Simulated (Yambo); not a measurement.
G0W0@PBEsol for CsCaH$_{3}$ (cubic perovskite, space group Pm-3m, No. 221) in Yambo. Reference settings: 4×4×4 Γ-centred k mesh, 175 bands and a 8 Ry block in the screening, 175 bands in G with the Bruneval-Gonze terminator, plasmon pole fitted at 27.2 eV. The PBEsol gap M → M on this mesh is 2.95 eV; G0W0 gaps are taken between the same points.

The settings were changed. The gap went from 5.40 eV to 5.12 eV, and the shift of the valence edge from -1.60 eV to -1.27 eV.

### Question
Name the change that produced these shifts.
A. pole fitted at 40 eV
B. 109 bands in G, no terminator
C. 2 Ry block
D. no terminator

### Answer
C, 2 Ry block. The others gave (gap, valence shift): pole fitted at 40 eV: 5.42, -1.65 eV; 109 bands in G, no terminator: 5.43, -1.46 eV; no terminator: 5.43, -1.55 eV.

Geometry of the Materials Project entry, not relaxed at this level; primitive cell a = b = c = 4.6212 Å, α = β = γ = 90.00°.

The structure is a Materials Project entry; no match was found in the copy of COD used, and its stability was not checked.

A shift is the quasiparticle energy of the state minus its PBEsol energy.
